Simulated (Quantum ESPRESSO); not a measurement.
# Kohn-Sham bands of CaSe (rock salt)

```yaml
crystal:
  lattice:
    - [0.00000, 2.97024, 2.97024]
    - [2.97024, 0.00000, 2.97024]
    - [2.97024, 2.97024, 0.00000]
  atoms:
    - { symbol: Ca, position: [0.00000, 0.00000, 0.00000] }
    - { symbol: Se, position: [0.50000, 0.50000, 0.50000] }
```

Materials Project entry mp-1415; symmetrised, unrelaxed at this level. COD (Crystallography Open Database) has an entry of this formula and space group (matched by these alone). Computed values, not measurements, from PBEsol: Quantum ESPRESSO (norm-conserving PseudoDojo potentials, cutoff 69 Ry, no spin polarisation, no spin-orbit coupling) on a Γ-centred 10×10×10 mesh, then Wannier90. Density: 10×10×10 mesh, cold smearing 0.01 Ry. Spin-orbit coupling, left out, would split the p-like bands by a few tenths of an eV.

Energies are relative to the valence-band maximum; weights are on the orthonormalised atomic waves of the pseudopotential files, averaged over the group. 26 electrons a cell are treated as valence.

```csv
bands,from (eV),to (eV),filling,weight on atomic waves
1–5,-46.00,-45.98,filled,?
6,-39.61,-39.60,filled,?
7–9,-20.78,-20.67,filled,?
10,-11.78,-11.11,filled,?
11–13,-3.28,0.00,filled,?
```

Task: Which atomic shells make up each group?

Result: 
- 1–5, weight on atomic waves: Se 3d 100 %
- 6, weight on atomic waves: Ca 3s 99 %
- 7–9, weight on atomic waves: Ca 3p 99 %
- 10, weight on atomic waves: Se 4s 90 %, Ca 4s 9 %
- 11–13, weight on atomic waves: Se 4p 89 %, Ca 4s 5 %

The Kohn-Sham gap over both meshes and the path is 1.97 eV.
